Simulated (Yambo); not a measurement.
A G0W0@LDA run in Yambo for LiNbF₆ (space group R-3, No. 148) (2×2×2 Γ-centred k mesh, bands 2 to 159 and a 7 Ry block in the screening, 159 bands in G with the Bruneval-Gonze terminator, plasmon pole fitted at 27.2 eV) gives these matrix elements, in eV, at the band edges (Γ → L):

| state | E0 | <Vxc> | <Σx> | <Σc(E0)> | Z |
|---|---|---|---|---|---|
| valence edge | 0.000 | -22.559 | -30.225 | 5.247 | 0.794 |
| conduction edge | 5.293 | -18.474 | -12.246 | -3.478 | 0.834 |

Solve the linearised quasiparticle equation for both states, give the gap, and say how exchange and correlation each act on it.

E = E0 + Z(Σx + Σc − Vxc). Valence: 0.000 + 0.794 × (-30.225 + (5.247) − (-22.559)) = -1.92 eV. Conduction: 5.293 + 0.834 × (-12.246 + (-3.478) − (-18.474)) = 7.59 eV. The gap is 9.51 eV, against 5.29 eV in LDA. Replacing Vxc by bare exchange alone would open it by 13.89 eV; correlation takes back 8.72 eV of that, and Z scales what is left. Nearest settings tried, and what they do to the gap: 106 bands in W, 106 bands in G: +87 meV; 6 Ry block (175 vectors against 223): +49 meV. Not varied: mesh. So the settings aren't converged at that level. The k mesh is coarse. Spin-orbit splittings are left out.

Geometry of the Materials Project entry, not relaxed at this level; primitive cell a = 5.4301 Å, b = 5.4301 Å, c = 5.4301 Å, α = 56.19°, β = 56.19°, γ = 56.19°.

The structure is a Materials Project entry; no match was found in the copy of COD used, and its stability was not checked.
